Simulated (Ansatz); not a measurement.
CuO2:
```
CELL_PARAMETERS angstrom
      1.37653    -4.82470     0.00000
      1.37653     4.82470     0.00000
      0.00000     0.00000     4.30181
ATOMIC_POSITIONS crystal
  Cu 0.84440 0.15560 0.25000
  Cu 0.15560 0.84440 0.75000
  O  0.47014 0.52986 0.25000
  O  0.52986 0.47014 0.75000
  O  0.21698 0.78302 0.25000
  O  0.78302 0.21698 0.75000
```

Relaxed with r²SCAN+D4.

### Question
Give the Bader charges and basin volumes of the independent atoms, r²SCAN+D4 in the plane-wave PAW code Ansatz.

### Answer


```csv
atom,Bader charge (e),Bader volume (Å³)
Cu1,+1.42,7.8
O3,-0.60,10.6
O5,-0.82,10.2
```

Space group Cmcm. The first step of the workflow began from a Materials Project structure, measured or hypothetical; the Crystallography Open Database copy checked does not list it. Whether it is the stable phase at ambient conditions was not checked. Symmetry was held in the r²SCAN+D4 relaxation; its stability against distortions is not shown here. The run is not spin-polarised. No Hubbard U is applied.

Potentials: the later of the program's two PAW sets.
